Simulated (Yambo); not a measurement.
RbPbF3 (cubic perovskite, space group Pm-3m, No. 221), G0W0@PBEsol (Yambo, plasmon pole, terminator in G, 2×2×2 mesh): gap R → R in eV by bands and screening block.

| bands (W and G) | 2 Ry | 3 Ry | 4 Ry | 6 Ry | 7 Ry |
|---|---|---|---|---|---|
| 43 | 5.70 | 5.53 | 5.45 | 5.38 | 5.36 |
| 65 | 5.45 | 5.28 | ? | 5.18 | ? |
| 93 | 5.38 | 5.21 | 5.15 | 5.12 | 5.12 |
| 129 | 5.33 | 5.15 | 5.10 | 5.08 | 5.08 |
| 167 | 5.31 | 5.12 | ? | 5.06 | 5.06 |

Problem. Estimate the withheld gaps from their neighbours; the computed values follow.

Solution. 
- 65, 4 Ry: 5.22
- 65, 7 Ry: 5.17
- 167, 4 Ry: 5.07

The largest settings aren't shown to be the converged limit.

The standard potential for Pb keeps a d shell in the valence without the s and p states of that shell. In tests on such compounds this moved G0W0 gaps by up to about 0.9 eV, so absolute quasiparticle energies here are unreliable; differences between settings are what counts.

Spin-orbit coupling is not included.

Geometry of the Materials Project entry, not relaxed at this level; primitive cell a = b = c = 4.8617 Å, α = β = γ = 90.00°.

The structure is a Materials Project entry; no match was found in the copy of COD used, and its stability was not checked.
